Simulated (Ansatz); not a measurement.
Relaxed TiN (rock salt):

```
CELL_PARAMETERS angstrom
      0.00000     2.10193     2.10193
      2.10193     0.00000     2.10193
      2.10193     2.10193     0.00000
ATOMIC_POSITIONS crystal
  N  0.00000 0.00000 0.00000
  Ti 0.50000 0.50000 0.50000
```

In each cell atom 1 (N, nearest neighbour Ti at 2.102 Å; its periodic images, 3.0 Å or more away, move with it) moves by s·(0.000, 0.000, 1.000) (along Cartesian z), the rest being held.

Computed with PBEsol (plane waves to 420 eV, PAW, scalar-relativistic; Ansatz, a quantum-chemistry and plane-wave program). k mesh 15×15×15 (Γ-centred), Fermi-Dirac smearing 0.05 eV. Energies are smeared free energies. With partly filled bands, energies and forces of such displacements shift with the k mesh and the smearing. The PAW data are Ansatz's earlier set. TiN is run without spin polarisation. TiN was relaxed with its symmetry unable to fall. The zero of ΔE is the undisplaced structure. The last digit holds for this mesh only.

```json
[
 {"s (Å)": "-0.210", "ΔE (meV/cell)": "260.2"},
 {"s (Å)": "-0.168", "ΔE (meV/cell)": "165.2"},
 {"s (Å)": "-0.126", "ΔE (meV/cell)": "withheld"},
 {"s (Å)": "-0.084", "ΔE (meV/cell)": "40.7"},
 {"s (Å)": "-0.042", "ΔE (meV/cell)": "10.1"},
 {"s (Å)": "0.000", "ΔE (meV/cell)": "0.0"},
 {"s (Å)": "0.042", "ΔE (meV/cell)": "10.1"},
 {"s (Å)": "0.084", "ΔE (meV/cell)": "40.7"},
 {"s (Å)": "0.126", "ΔE (meV/cell)": "withheld"},
 {"s (Å)": "0.168", "ΔE (meV/cell)": "165.2"},
 {"s (Å)": "0.210", "ΔE (meV/cell)": "260.2"}
]
```

**Question.** Fit an even polynomial form (powers 2, 4) to the given rows and predict ΔE at s = -0.126.

**Answer.** Least squares on the 9 given rows: ΔE = (5761)·s² + (3171)·s⁴, in meV/cell with s in Å; root-mean-square residual 0.07 meV/cell. At -0.126 the fit gives 92.3 meV/cell; the calculation gives 92.2 meV/cell, so the interpolation is off by 0.1 (+0.1 %). The quadratic term alone would give 91.5 meV/cell.

(A displaced cell: forces are minus the slopes of the energy, force constants its curvatures, and phonons follow from these.)
